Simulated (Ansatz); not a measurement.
Computed properties of CsZn4As3

CsZn4As3:
```xyz
8
Lattice="4.0827 0.0000 0.0000 0.0000 4.0827 0.0000 0.0000 0.0000 10.3290" Properties=species:S:1:pos:R:3 pbc="T T T"
Cs     0.0000     0.0000     5.1645
Zn     0.0000     2.0413     1.6035
Zn     2.0413     0.0000     1.6035
Zn     0.0000     2.0413     8.7256
Zn     2.0413     0.0000     8.7256
As     2.0413     2.0413     2.9698
As     2.0413     2.0413     7.3592
As     0.0000     0.0000     0.0000
```

Space group P4/mmm (No. 123); conventional cell a = b = 4.0827 Å, c = 10.3290 Å, α = β = γ = 90.00°.

Method: DFT-LDA in the program Ansatz with PAW potentials. Geometry: relaxed at this level of theory. Other levels are named where they apply.

### Cell and energy

```
Property                                                      Result
-----------------------------------------------------  -------------
Volume per atom                                             21.52 Å³
Density                                                   5.97 g/cm³
Formation energy from the elements (no fitted shifts)  -0.29 eV/atom
```

### Electronic structure

```
Item                                                                                                       Result
------------------------------------  ---------------------------------------------------------------------------
Electronic character                  no gap, with almost no states at the Fermi level (zero-gap or semimetallic)
Density of states at the Fermi level                                 0.03 states/eV per atom (mean over ±0.08 eV)
```

### Mechanics

```
Property                              Result
----------------------------------  --------
Bulk modulus (Birch–Murnaghan fit)  41.6 GPa
Pressure derivative B′                   5.6
```

### Phonons

```
Property                                        Value
-----------------------------  ----------------------
Highest zone-centre frequency               233 cm^-1
Zone-centre stability          no imaginary mode at Γ
```

The measured cell (COD 4326066, doi:10.1021/ic2009418; 200 K, pressure taken as ambient) has 23.08 Å³ per atom; the computed volume differs by -6.7 %, which includes thermal expansion and zero-point motion, and at this size may mean another phase or pressure.

The workflow started from an entry of the Crystallography Open Database (COD, 200 K). Whether it is the stable phase at ambient conditions was not checked. The cell was relaxed with LDA under the symmetry of its start. A small band overlap can be real or an error of a semilocal functional. As this level gives no gap, phonon frequencies hold no LO–TO term and depend on the k-mesh and smearing (Fermi–Dirac, 0.1 eV here). The references are the lowest solids computed at this level, not always the standard phases. Spin–orbit coupling is left out wherever it is not named.

Potentials: the later of the program's two PAW sets.
